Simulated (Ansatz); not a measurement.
The cell below belongs to a search over invented structures; it isn't taken from experiment.

Input and command of a plane-wave DFT calculation in Ansatz:

```yaml
crystal:
  lattice:
    - [3.45, 0.0, 0.0]
    - [-1.725, 2.98778764, 0.0]
    - [0.0, 0.0, 10.4]
  atoms:
    - { symbol: Ti, position: [0.0, 0.0, 0.465], spin: 1.0 }
    - { symbol: Mo, position: [0.66666667, 0.33333333, 0.162], spin: 1.0 }
    - { symbol: Se, position: [0.66666667, 0.33333333, 0.6] }
    - { symbol: Se, position: [0.33333333, 0.66666667, 0.324] }
    - { symbol: Se, position: [0.33333333, 0.66666667, 0.0] }
basis:
  ecutwfc: 420
kpoints:
  mp_grid: { grid: [4, 4, 2] }
hamiltonian:
  xc: pbe
scf:
  occupations: { method: gaussian, width: 0.15 }
  lower_state_search: "off"
output:
  forces: true
  stress: true
  eigenvalues: true
  populations: true
magnetization:
  spin_polarized: true
relax:
  adjacent_minimum: "off"
  f_tol: 0.08
  max_steps: 16
  cell: { stress_tol: 0.8 }
```

```bash
ansatz run input.yaml --threads 1 --pin off --max-ram 2560MiB --backend cpu --events-out ev --progress --plain --runs-dir out
```

Processor: Intel(R) Xeon(R) Processor @ 2.70GHz, 1 thread, on a host shared with other jobs.

Q: Estimate time, memory and problem size.

A: About 86 s, peak memory 0.43 GiB. It solves 46 bands at 8 k points (after reduction by symmetry) with about 2063 plane waves (on the last cell), in 90 SCF iterations over 7 ionic steps.
